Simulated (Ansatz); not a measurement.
According to the program Ansatz at the r²SCAN level (PAW), As in the diamond structure (Fd-3m) relaxes to a = 6.054 Å. As has 4 nearest neighbours from 2.62 Å (tetrahedral).

Electronic character: metallic (no gap). Gap from r²SCAN with spin–orbit coupling: none (metallic).

An equation-of-state fit gives a bulk modulus of 48.6 GPa. The relaxed-ion elastic constants in GPa are C11 = 34.3, C12 = 57.9, C44 = -38.9.

The start of the workflow was typed in or built on a structure type; neither database checked (COD, Materials Project) lists it. It is not the phase usual at ambient conditions (space group No. 166). The r²SCAN relaxation kept the symmetry of its start. At this level the phase is mechanically unstable. As this level gives no gap, shear constants depend on the k-mesh and smearing (Fermi–Dirac, 0.1 eV here). Spin–orbit coupling is left out wherever it is not named.

Potentials: the earlier of the program's two PAW sets.
